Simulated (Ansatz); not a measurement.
ZnInGaO4:
```
CELL_PARAMETERS angstrom
      1.65523     0.95565     8.58873
     -1.65523     0.95565     8.58873
      0.00000    -1.91130     8.58873
ATOMIC_POSITIONS crystal
  In 0.99693 0.99693 0.99693
  Ga 0.21289 0.21289 0.21289
  Zn 0.78125 0.78125 0.78125
  O  0.13652 0.13652 0.13652
  O  0.87897 0.87897 0.87897
  O  0.28863 0.28863 0.28863
  O  0.70480 0.70480 0.70480
```

r²SCAN (plane waves, PAW; program Ansatz) gives a gap of 1.77 eV without spin–orbit coupling, maximum at Γ, minimum at Γ.

**Question.** What happens when spin–orbit coupling is switched on?

**Answer.** The gap drops by 0.03 eV, to 1.74 eV; maximum at Γ, minimum at Γ.

**Question.** Give the electron effective mass with spin–orbit coupling.

**Answer.** 0.22 mₑ (isotropic).

Space group R3m. Symmetry was held in the r²SCAN relaxation.

Potentials: the later of the program's two PAW sets.
